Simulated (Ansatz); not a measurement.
Here is an unrelaxed guess for CsZn2Se6.

```
Cs Zn Se
1.0
     7.59842    0.00000    0.00000
     0.00000    7.59842    0.00000
     0.00000    0.00000    5.37290
Cs Zn Se
1 2 6
Direct
  0.50000 0.50000 0.50000
  0.00000 0.50000 0.00000
  0.50000 0.00000 0.00000
  0.00000 0.50000 0.50000
  0.50000 0.00000 0.50000
  0.25000 0.75000 0.00000
  0.75000 0.25000 0.00000
  0.25000 0.25000 0.00000
  0.75000 0.75000 0.00000
```

Method: DFT PBE, scalar-relativistic, plane waves, PAW (Ansatz 0.2.0). Cutoff 420 eV; k points 2×2×4 on the computed 9-atom cell (Γ-centred); Gaussian smearing, width 0.10 eV; no spin polarisation.

Formation energies are uncorrected and refer to the elements' standard structures at the same level.

**Question.** What does a single point on this coarse mesh give?

**Answer.** The pressure is -3.9 GPa (the mean over three directions, positive in compression), the largest force is 0.05 eV/Å, and the energy is +0.20 eV/atom against the elements. The shortest distance is 2.69 Å.

**Question.** Is it a good guess?

**Answer.** A rough one: relaxing gains about 0.25 eV/atom (the start's value is from the coarse mesh, so the gain is rough) in 13 ionic steps and ends at −0.04 eV/atom on the finer mesh. The symmetry stays P4/mmm (No. 123). The volume per atom shrinks by 2.0 %, from 34.5 to 33.8 Å³. The shortest distance goes from 2.69 Å (Zn–Se) to 2.40 Å (Zn–Se). The ratio c/a of the conventional cell changes by a factor of 0.85. Conventional cell: a = 7.967 Å, c = 4.790 Å. Cs has 4 Se at 3.98 Å and 8 Se at 4.58 Å; Zn is surrounded by 2 Se at 2.40 Å and 4 Se at 3.02 Å; Se on a site of symmetry mmm has 2 Zn at 2.40 Å, 8 Se at 3.85 Å and 2 Cs at 3.98 Å; 1 more site not described.

The last run used a 6×6×8 mesh (in the run's order of axes) for its 9-atom cell and Gaussian smearing of 0.10 eV. An odd number of electrons in the primitive cell allows no gap without spin; a larger cell or a magnetic state could open one. The cell is a metal run without spin; a magnetic state may lie lower. The reference form of Se is held partly by dispersion forces, which this level lacks. The relaxation can't lower the symmetry of the start, and the grade says only how near the guess is to its own end. A structure relaxed within its symmetry needn't be a true minimum.
